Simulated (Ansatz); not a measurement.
Ba, diamond: geometry optimisation

These are results of DFT, r2SCAN, plane waves (500 eV) with PAW, scalar-relativistic in Ansatz 0.2.0, not measurements. The PAW files were generated under PBE, with cores re-solved for the functional.

k-point mesh 6×6×6, Fermi-Dirac smearing 0.1 eV, no spin polarisation. Cell and atoms relax.

Starting structure:

```yaml
crystal:
  lattice:
    - [0.0, 4.3860266073, 4.3860266073]
    - [4.3860266073, 0.0, 4.3860266073]
    - [4.3860266073, 4.3860266073, 0.0]
  atoms:
    - { symbol: Ba, position: [0.125, 0.125, 0.125] }
    - { symbol: Ba, position: [0.875, 0.875, 0.875] }
hamiltonian:
  xc: r2scan
  pseudopotentials:
    kind: paw
    azcp:
      Ba: "pseudopotentials/Ba.paw.azcp"
basis:
  ecutwfc: 500
  fft_grid_basis: typed
kpoints:
  mp_grid: { grid: [6, 6, 6], shift: [0, 0, 0] }
magnetization:
  spin_polarized: false
scf:
  occupations: { method: fermi_dirac, width: 0.1 }
relax:
  max_steps: 60
  f_tol: 0.01
  cell: {}
```

Task: The pressure at the start is -0.7 GPa. By how much does the volume change?

Result: From 84.37 to 54.53 Å³ per atom, -35.4 %. The final cell has a = 7.584 Å.

Task: How much energy does the relaxation gain?

Result: 175.0 meV per atom.
